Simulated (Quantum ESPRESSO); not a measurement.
# NMR parameters of BP

```yaml
crystal:
  lattice:
    - [0.00000, 2.26607, 2.26607]
    - [2.26607, 0.00000, 2.26607]
    - [2.26607, 2.26607, 0.00000]
  atoms:
    - { symbol: B, position: [0.00000, 0.00000, 0.00000] }
    - { symbol: P, position: [0.25000, 0.25000, 0.25000] }
```
The cell comes from the Materials Project (a computed structure). It is BP in F-43m. Stability against distortions was not tested.

Computed: shieldings by PBE GIPAW on JTH datasets (Quantum ESPRESSO, modified build), 20 Ha, k-mesh 10×10×10 shifted, f-sum rule met within 0.012 %.

```
site        site symmetry  σ_iso (ppm)
----------  -------------  -----------
B (atom 1)           -43m          124
P (atom 2)           -43m          433
```

These are absolute shieldings with no macroscopic susceptibility term; δ = σ_ref − σ needs a reference computed alike. By our sweeps, such settings leave a few ppm in absolute σ. The datasets of P hold no d projectors, which limits absolute σ on these atoms. Static lattice: thermal averaging is not included.
